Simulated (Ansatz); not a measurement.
Bond compression in LuSb

```
Lu Sb
1.0
     0.00000    3.03933    3.03933
     3.03933    0.00000    3.03933
     3.03933    3.03933    0.00000
Lu Sb
1 1
Direct
  0.00000 0.00000 0.00000
  0.50000 0.50000 0.50000
```

The cell is Materials Project entry mp-516, used as a structure alone.

Its shortest bond, of 3.039 Å between atom 1 (Lu) and the nearest image of atom 2 (Sb), is scaled by moving both atoms along it, with the cell held. The force apart is half the difference of the two atoms' forces along the bond; it holds the pull and push of their other neighbours too.

All numbers are PBEsol results (scalar-relativistic) from Ansatz 0.2.0, with a Γ-centred 9×9×9 k mesh, Fermi–Dirac smearing of 0.05 eV, no spin polarisation. Methods: LAPW: all electrons, basis error target 1 meV/atom; PAW: frozen-core files, cutoff 420 eV; crystal datasets: all electrons, by PAW datasets that the program makes for each cell.

Energies are extrapolated to zero smearing and count from the unscaled cell; pressure is positive in compression; gaps take the mesh and a band path. No temperature or zero-point motion is included.

Spin–orbit coupling is left out, which matters for the heavy atoms. The PAW files were made under PBE.

| bond (Å) | force apart (eV/Å) | P LAPW (GPa) | ΔE LAPW (eV/atom) | P PAW − LAPW (GPa) | ΔE PAW − LAPW (meV/atom) | force PAW − LAPW (eV/Å) |
| --- | --- | --- | --- | --- | --- | --- |
| 3.039 | 0.00 | -2.54 | 0.000 | -0.02 | 0.0 | 0.000 |
| 2.857 | 0.93 | ? | 0.041 | -0.02 | 0.0 | 0.000 |
| 2.310 | 9.70 | 14.68 | 1.161 | 0.03 | 1.2 | 0.022 |
| 1.945 | 31.80 | 50.1 | 4.590 | 0.29 | 19.6 | 0.150 |
| 1.763 | ? | 84.5 | 8.496 | 0.12 | 26.7 | 0.059 |

Give the missing entry: row "1.763", column "force apart (eV/Å)".

56.19.

What belongs in the row "2.857", column "P LAPW (GPa)"?

-1.68.

At the last bond length, how far do crystal datasets lie from LAPW in pressure and in the largest force component?

crystal datasets: 0.00 GPa, 0.002 eV/Å, on a LAPW pressure of 84.5 GPa.

How do the Löwdin populations by LAPW change from the unscaled cell to the last row, on the two atoms of the bond?

Lu1 5s 1.98 → 1.89, Lu1 6s 0.53 → 0.63, Lu1 5p 5.99 → 5.92, Lu1 5d 2.15 → 2.89, Sb2 4s 1.98 → 1.95, Sb2 5s 1.51 → 1.47, Sb2 5p 3.85 → 3.28, Sb2 4d 9.99 → 9.94 electrons an atom. These are projections on the shells that the free atoms fill; 0.05 e a cell lies outside them at the start and 0.10 e at the end.
